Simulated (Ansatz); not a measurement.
Consider the following.

Si3N4:
```yaml
crystal:
  lattice:
    - [-3.22734, 3.22734, 3.22734]
    - [3.22734, -3.22734, 3.22734]
    - [3.22734, 3.22734, -3.22734]
  atoms:
    - { symbol: N, position: [0.56149, 0.56149, 0.56149] }
    - { symbol: N, position: [0.43851, 0.50000, 0.00000] }
    - { symbol: N, position: [0.50000, 0.00000, 0.93851] }
    - { symbol: N, position: [0.00000, 0.43851, 0.50000] }
    - { symbol: N, position: [0.93851, 0.50000, 0.00000] }
    - { symbol: N, position: [0.06149, 0.06149, 0.06149] }
    - { symbol: N, position: [0.00000, 0.93851, 0.50000] }
    - { symbol: N, position: [0.50000, 0.00000, 0.43851] }
    - { symbol: Si, position: [0.25000, 0.12500, 0.87500] }
    - { symbol: Si, position: [0.87500, 0.25000, 0.12500] }
    - { symbol: Si, position: [0.75000, 0.37500, 0.62500] }
    - { symbol: Si, position: [0.62500, 0.75000, 0.37500] }
    - { symbol: Si, position: [0.12500, 0.87500, 0.25000] }
    - { symbol: Si, position: [0.37500, 0.62500, 0.75000] }
```

This is the PBEsol-relaxed structure.

All from DFT-PBEsol in the program Ansatz with PAW potentials, unless another level is named. Predict the bulk modulus (Birch–Murnaghan fit).

259 GPa.

And the highest zone-centre frequency (without LO–TO term)?

921 cm⁻¹.

Next, the elastic constants (relaxed ions, GPa)?

C11 = 374, C12 = 204, C44 = 209.

Give the zero-point energy.

112.0 meV/atom.

Space group I-43d. The workflow started from an entry of the Crystallography Open Database (COD), which files this formula under 4 space groups. It is not the phase usual at ambient conditions (space group No. 176). Symmetry was held in the PBEsol relaxation; whether a distortion lowers the energy is not shown.

Potentials: the earlier of the program's two PAW sets. The files were generated under PBE; for other functionals the program regenerates the frozen cores, and for LDA and PBEsol the local potential too.
